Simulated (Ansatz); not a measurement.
Ta$_{3}$N$_{5}$:
```yaml
crystal:
  lattice:
    - [1.93642, -5.13014, 0.00000]
    - [1.93642, 5.13014, 0.00000]
    - [0.00000, 0.00000, 10.29560]
  atoms:
    - { symbol: Ta, position: [0.19678, 0.80322, 0.25000] }
    - { symbol: Ta, position: [0.80322, 0.19678, 0.75000] }
    - { symbol: Ta, position: [0.86666, 0.13334, 0.44004] }
    - { symbol: Ta, position: [0.13334, 0.86666, 0.55996] }
    - { symbol: Ta, position: [0.13334, 0.86666, 0.94004] }
    - { symbol: Ta, position: [0.86666, 0.13334, 0.05996] }
    - { symbol: N, position: [0.04698, 0.95302, 0.38124] }
    - { symbol: N, position: [0.95302, 0.04698, 0.61876] }
    - { symbol: N, position: [0.95302, 0.04698, 0.88124] }
    - { symbol: N, position: [0.04698, 0.95302, 0.11876] }
    - { symbol: N, position: [0.69206, 0.30794, 0.57407] }
    - { symbol: N, position: [0.30794, 0.69206, 0.42593] }
    - { symbol: N, position: [0.30794, 0.69206, 0.07407] }
    - { symbol: N, position: [0.69206, 0.30794, 0.92593] }
    - { symbol: N, position: [0.23699, 0.76301, 0.75000] }
    - { symbol: N, position: [0.76301, 0.23699, 0.25000] }
```

Relaxed with r²SCAN. Special points in fractions of this cell's reciprocal vectors: Γ (0.000, 0.000, 0.000); Y (-0.500, 0.500, 0.000); C0 (-0.286, 0.714, 0.000); Σ0 (0.286, 0.286, 0.000); Z (0.000, 0.000, 0.500); A0 (0.286, 0.286, 0.500); E0 (-0.286, 0.714, 0.500); T (-0.500, 0.500, 0.500); S (0.000, 0.500, 0.000); R (0.000, 0.500, 0.500).

### Question
List the band energies nearest the valence-band maximum at these points for DFT-r²SCAN with spin–orbit coupling in the program Ansatz with PAW potentials.

### Answer
In eV from the valence-band maximum; about four levels below and three above (degenerate sets whole), none deeper than 8.9 eV; points with the same levels are listed once.

```
k                     below                above
--  -----------------------  -------------------
Γ   -0.36 -0.36 -0.05 -0.05  1.82 1.82 2.03 2.03
Y   -0.90 -0.90 -0.32 -0.32  1.61 1.61 2.20 2.20
C0  -0.93 -0.93 -0.53 -0.53  2.13 2.13 2.59 2.59
Z   -0.55 -0.55 -0.55 -0.55  1.94 1.94 1.94 1.94
A0  -1.01 -1.01 -1.00 -1.00  2.66 2.66 2.66 2.66
T   -0.62 -0.62 -0.62 -0.62  1.93 1.93 1.93 1.93
S   -0.63 -0.63 -0.45 -0.45  2.09 2.09 2.11 2.11
R   -0.57 -0.57 -0.57 -0.57  2.28 2.28 2.28 2.28
```

Space group Cmcm. The first step of the workflow began from a Materials Project structure, measured or hypothetical; the Crystallography Open Database files this formula in space group No. 63, but the cells were not matched. Whether it is the stable phase at ambient conditions was not checked. The cell was relaxed with r²SCAN under the symmetry of its start; its stability against distortions is not shown here. The run is not spin-polarised.

Potentials: the later of the program's two PAW sets.
